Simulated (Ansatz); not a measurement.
The start is a relaxed Cu2O cell with every coordinate shifted by Gaussian noise of σ = 0.1 Å. Cell shape, volume and atoms are optimised at zero target pressure with PBE (plane waves to 420 eV, PAW, scalar-relativistic; Ansatz, a first-principles code). The first steps use a coarse 6×6×6 k-mesh.

Initial structure:
```
CELL_PARAMETERS angstrom
      4.29917     0.00000     0.00000
      0.00000     4.29917     0.00000
      0.00000     0.00000     4.29917
ATOMIC_POSITIONS crystal
  Cu 0.77568 0.74078 0.76753
  Cu 0.76568 0.24996 0.27708
  Cu 0.24412 0.74261 0.22682
  Cu 0.26394 0.26746 0.76532
  O  0.99915 0.03422 0.97615
  O  0.48535 0.46860 0.50325
```

### Question
How large is the pressure on the unrelaxed cell, and of which sign?

### Answer
+2.5 GPa (positive: the cell is compressed).

### Question
What is the largest force in the starting geometry, and on which atom (counted from 1)?

### Answer
3.35 eV/Å, on O6 (atoms numbered as listed).

### Question
By how much does the energy per atom fall from start to end?

### Answer
0.10 eV/atom.

### Question
Does it find its way back to the structure it was made from?

### Answer
The parent structure is recovered, Pn-3m (No. 224).

### Question
How do the shortest distances between atoms change?

### Answer
The closest pairs of elements (up to four, under 3.6 Å), start → end: Cu–O 1.71 → 1.86 Å; Cu–Cu 2.82 → 3.04 Å; O–O 3.46 → 3.72 Å.

Relaxed structure:

Space group Pn-3m, origin choice 1 (No. 224); a = b = c = 4.2991 Å, α = β = γ = 90.00°

```
atom  site  symmetry       x       y       z
----  ----  --------  ------  ------  ------
Cu      4b      .-3m  0.2500  0.2500  0.2500
O       2a      -43m  0.0000  0.0000  0.0000
```

Final values are on a 8×8×8 k-mesh of the relaxed cell. No spin polarisation in the result. No Hubbard U is applied.
